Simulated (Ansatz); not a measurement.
A Hf₁₃Ta₃Al₃V cell: elements on a bcc lattice, relaxed.

```xyz
20
Lattice="-5.5272 5.4909 -1.5740 -5.3366 -1.6304 4.7498 1.6426 5.3005 4.7500" Properties=species:S:1:pos:R:3 pbc="T T T"
Al   -3.2955   -0.2200    3.1626
Al   -2.1190    2.0680    1.6006
Al   -5.7441    5.8051    1.5513
V    -3.5136    6.8718    3.2164
Hf   -0.2174    0.3626    0.0369
Hf   -3.4552    6.8712    6.4427
Hf   -3.9859    3.8954    0.0304
Hf   -5.1658    1.6848    4.7657
Hf   -3.9865    3.9348    3.1617
Hf   -6.9862    3.6250    6.2414
Hf   -2.1428    2.0328    4.6607
Hf    0.1485    3.2936    3.2460
Hf   -5.7319    5.8110    4.6163
Hf   -3.8085    3.8560    6.3595
Hf   -7.6678    7.3826    6.3777
Hf   -5.4249    8.8807    4.7556
Hf   -5.8552    5.7840    8.0273
Ta   -7.1168    3.6413    3.1428
Ta   -8.8170    5.2828    4.7056
Ta   -1.7769    5.2053    4.6809
```

The calculation used Ansatz, DFT r2SCAN, scalar-relativistic, plane waves, PAW.

Settings: cutoff 500 eV, Γ-centred mesh 3×3×4 on the computed 20-atom cell, Gaussian smearing of 0.10 eV; no spin polarisation.

**Question.** Describe its local order.

**Answer.** Counting as bonded all pairs within 1.3 times the summed covalent radii:

```csv
atom → neighbour,mean count,mean length (Å),spread (Å)
Al → Al,2.00,3.05,0.06
Al → Hf,7.67,3.04,0.08
Al → Ta,2.00,3.03,0.12
Al → V,0.33,2.98,0.00
Hf → Al,1.77,3.04,0.08
Hf → Hf,11.23,3.49,0.58
Hf → Ta,2.69,3.36,0.52
Hf → V,0.77,3.15,0.37
Ta → Al,2.00,3.03,0.12
Ta → Hf,11.67,3.36,0.52
Ta → Ta,0.67,2.83,0.00
Ta → V,0.67,3.04,0.22
V → Al,1.00,2.98,0.00
V → Hf,10.00,3.15,0.37
V → Ta,2.00,3.04,0.22
```

Angles between all pairs of such bonds at an atom (mean ± spread): 97 ± 34° at Al, 95 ± 36° at Hf, 95 ± 36° at Ta, 96 ± 35° at V.

**Question.** Does it have a gap?

**Answer.** It has no gap on the mesh. Levels at Γ next to the Fermi level (eV from it): -0.55, -0.48, -0.39, -0.14, -0.04, -0.02, 0.14, 0.29, 0.31, 0.39, 0.46, 0.65.

The final mesh leaves forces up to 0.56 eV/Å and stresses up to 0.2 GPa: the relaxation ran on a coarser mesh, so the cell's shape, its bonds and its energy belong partly to that mesh.

The relaxation stopped before its thresholds.

The k mesh is coarse. Spin-orbit coupling is left out, which matters for the bands of heavy elements. Spin polarisation was left out, and a magnetic state may lie lower.

Cost: 2 runs of about 59 core-minutes in all (earlier runs that led there not counted), on Arm Neoverse V2 (shared hosts).